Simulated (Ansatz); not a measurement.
BiAu$_{2}$ (cubic Laves (MgCu2 type), Fd-3m) under volume change, DFT-PBEsol in the program Ansatz with PAW potentials, scaled uniformly.

| V (Å³/atom) | E − E(relaxed) (meV/atom) | P (GPa) |
|---|---|---|
| 19.012 | ___ | ___ |
| 19.639 | 32.8 | 8.95 |
| 20.266 | 7.7 | 4.06 |
| 20.892 | 0.0 | 0.00 |
| 21.519 | 6.8 | -3.35 |
| 22.146 | ___ | ___ |
| 22.773 | 54.0 | -8.39 |

Q: Fill in the missing entries.

A: 
- 22.146, E − E(relaxed) (meV/atom): 25.5
- 22.146, P (GPa): -6.12
- 19.012, E − E(relaxed) (meV/atom): 79.1
- 19.012, P (GPa): 14.87

Q: What does a third-order Birch–Murnaghan fit give for V₀, B₀ and B′?

A: V₀ = 20.89 Å³/atom, B₀ = 123 GPa, B′ = 5.3.

The first step of the workflow began from a Materials Project structure, measured or hypothetical; the Crystallography Open Database files this formula in space group No. 227, but the cells were not matched. Its standing as an ambient phase is unchecked. Symmetry was held in the PBEsol relaxation; of distortions, only those at the zone centre were tested. Spin–orbit coupling is left out wherever it is not named.

Potentials: the later of the program's two PAW sets.
